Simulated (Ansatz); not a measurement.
The calculation used DFT PBE, scalar-relativistic, plane waves, PAW (Ansatz). All cells share a 420 eV cutoff and Γ-centred k meshes spaced at most about 0.3 Å⁻¹ (2π included). No spin polarisation in the final relaxations.

Temperature and zero-point effects are left out.

Two forms of YInC6N6 were relaxed alike.

1.

Space group Fm-3m (No. 225). a = 11.736 Å, b = 11.736 Å, c = 11.736 Å, α = 90.00°, β = 90.00°, γ = 90.00°
```tsv
atom	site	symmetry	x	y	z
Y	4b	m-3m	0.5000	0.0000	0.0000
In	4a	m-3m	0.0000	0.0000	0.0000
C	24e	4m.m	0.1987	0.0000	0.0000
N	24e	4m.m	0.2981	0.0000	0.0000
```

2.

Space group Fm-3m (No. 225). a = 11.806 Å, b = 11.806 Å, c = 11.806 Å, α = 90.00°, β = 90.00°, γ = 90.00°
```csv
atom,site,symmetry,x,y,z
Y,4a,m-3m,0.0000,0.0000,0.0000
In,4b,m-3m,0.5000,0.0000,0.0000
C,24e,4m.m,0.2128,0.0000,0.0000
N,24e,4m.m,0.3115,0.0000,0.0000
```

Problem. Which placement of the atoms is lower in energy, and by how much?

Solution. Cell 1 is lower, by 97 meV/atom. The two share one framework of sites and differ in which element sits where. Cell 1 has space group Fm-3m (No. 225), 28.9 Å³/atom and a gap of 4.46 eV on its mesh; cell 2 has space group Fm-3m (No. 225), 29.4 Å³/atom and a gap of 4.57 eV. The shortest distance is 1.17 Å (C–N) in cell 1 and 1.17 Å (C–N) in cell 2. Even the lower one lies +0.09 eV/atom against the reference forms of the elements (uncorrected), a margin that errors in the energy of the gaseous reference can exceed. In cell 1, Y is surrounded by 6 N at 2.37 Å; In has 6 C at 2.33 Å; around C lie 1 N at 1.17 Å and 1 In at 2.33 Å; N is surrounded by 1 C at 1.17 Å and 1 Y at 2.37 Å. In cell 2, Y is surrounded by 6 C at 2.51 Å; around In lie 6 N at 2.22 Å; around C lie 1 N at 1.17 Å and 1 Y at 2.51 Å; around N lie 1 C at 1.17 Å and 1 In at 2.22 Å. Both come from invented guesses.

Kohn–Sham gaps at this level usually fall short of measured ones. Cells relaxed within their symmetry can be saddle points.
